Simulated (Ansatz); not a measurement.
Relaxed candidate structures of In2O3:

A. R-3c, hexagonal axes (No. 167), hR10, corundum type; a = 5.512 Å, b = 5.512 Å, c = 14.536 Å, α = 90.00°, β = 90.00°, γ = 120.00°; In 12c (0.000, 0.000, 0.143); O 18e (0.296, 0.296, 0.250)

B. Ia-3 (No. 206), cI80, bixbyite type; a = b = c = 10.1617 Å, α = β = γ = 90.00°; In 8b (0.250, 0.250, 0.250); In 24d (0.000, 0.250, 0.466); O 48e (0.110, 0.345, 0.118)

C. Pnma (No. 62), oP20; a = 7.5826 Å, b = 3.0857 Å, c = 10.2062 Å, α = β = γ = 90.00°; In 4c (0.016, 0.750, 0.240); In 4c (0.226, 0.250, 0.498); O 4c (0.238, 0.250, 0.851); O 4c (0.455, 0.250, 0.110); O 4c (0.101, 0.250, 0.105)

Rank these by energy per atom (lowest first), as PBEsol (plane waves to 420 eV, PAW, scalar-relativistic; Ansatz, an electronic-structure program) gives it.

B (reference, the lowest of the structures calculated here), A (+25 meV/atom), C (+161 meV/atom)

Give each candidate's band gap.

No candidate is metallic. A: 1.11 eV (no spin-orbit coupling); B: 1.04 eV (no spin-orbit coupling); C: 0.45 eV (no spin-orbit coupling).

Each run could gain symmetry but not lose that of its start, so entries can be saddle points. From databases, or of a type measured for this composition: R-3c, hR10, corundum type; Ia-3, cI80, bixbyite type; the others are generated cells (placed on structure types, drawn at random, substituted or restacked) that were not matched to a known phase here. Energies are at zero temperature and pressure, without zero-point motion. No spin polarisation in the result. Gaps of cells over 8 atoms come from the SCF mesh and high-symmetry points alone.
